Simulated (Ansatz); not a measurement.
A geometry of Pt away from equilibrium: step 2 of the relaxation of a relaxed Pt cell, doubled along one cell vector, shaken by Gaussian noise of σ = 0.08 Å a coordinate. Level of theory: PBEsol (plane waves to 420 eV, PAW, scalar-relativistic; Ansatz, a program for electronic structure). Γ-centred k-mesh 15×8×14 on the run's cell (coarser than for final values), Fermi–Dirac smearing 0.05 eV.

```xyz
2
Lattice="-1.6820 1.6558 1.3648 3.3466 -3.2897 2.6808 1.6939 1.6567 -1.3512" Properties=species:S:1:pos:R:3:forces:R:3 pbc="T T T" free_energy=-24767.589 pressure_GPa=2.8
Pt    -0.0815    -0.0693     0.0226   -0.2209    0.6301   -0.3729
Pt     1.5866    -1.6189     1.3372    0.2209   -0.6301    0.3729
```

Positions in Å, forces in eV/Å, free energy of the cell in eV (comparable only within this code, potentials and settings). Largest force: 0.76 eV/Å, on Pt1, Pt2 (atoms numbered as listed); the geometry lies 0.02 eV/atom above the end of its relaxation.

No spin polarisation in the result.

The run could not lose the symmetry of its start: the end is stationary, and may be a saddle point rather than a minimum.

The end of the path is a generated cell of Pt: the first start was made by placing the elements on the sites of a structure type, and the end was not matched to a known phase here, so it may be hypothetical. Known forms of Pt include space group No. 225.
